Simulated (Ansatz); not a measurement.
ReC:
```
CELL_PARAMETERS angstrom
      2.87871     0.00000     0.00000
     -1.43935     2.49303     0.00000
      0.00000     0.00000     2.81432
ATOMIC_POSITIONS crystal
  Re 0.00000 0.00000 0.00000
  C  0.66667 0.33333 0.50000
```

Relaxed with PBE. Special points in fractions of this cell's reciprocal vectors: Γ (0.000, 0.000, 0.000); M (0.500, 0.000, 0.000); K (0.333, 0.333, 0.000); A (0.000, 0.000, 0.500); L (0.500, 0.000, 0.500); H (0.333, 0.333, 0.500).

### Question
List the band energies nearest the Fermi level at these points for the program Ansatz at the PBE with spin–orbit coupling level (PAW).

### Answer
In eV from the Fermi level; about four levels below and three above (degenerate sets whole), none deeper than 8.9 eV; points with the same levels are listed once.

```json
[
 {"k": "Γ", "below": "-5.03 -5.03 -1.56 -1.56", "above": "0.45 0.45 0.89 0.89"},
 {"k": "M", "below": "-2.16 -2.16 -0.14 -0.14", "above": "1.93 1.93 2.70 2.70"},
 {"k": "K", "below": "-1.55 -1.26 -0.75 -0.06", "above": "0.03 0.77 1.43"},
 {"k": "A", "below": "-3.00 -3.00 -2.38 -2.38", "above": "1.31 1.31 2.70 2.70"},
 {"k": "L", "below": "-6.01 -6.01 -1.61 -1.61", "above": "1.83 1.83 2.53 2.53"},
 {"k": "H", "below": "-3.69 -3.44 -2.79 -2.45", "above": "1.73 1.82 4.01"}
]
```

Space group P-6m2. The cell is a constructed one: a structure type filled with these elements; the Crystallography Open Database copy checked does not list it. Its standing as an ambient phase is unchecked. The cell was relaxed with PBE under the symmetry of its start; whether a distortion lowers the energy is not shown. No spin polarisation was allowed. The volume moved by 18 % from the start of the relaxation. Its formation energy is positive at this level, so the cell may be metastable or incomplete.

Potentials: the earlier of the program's two PAW sets.
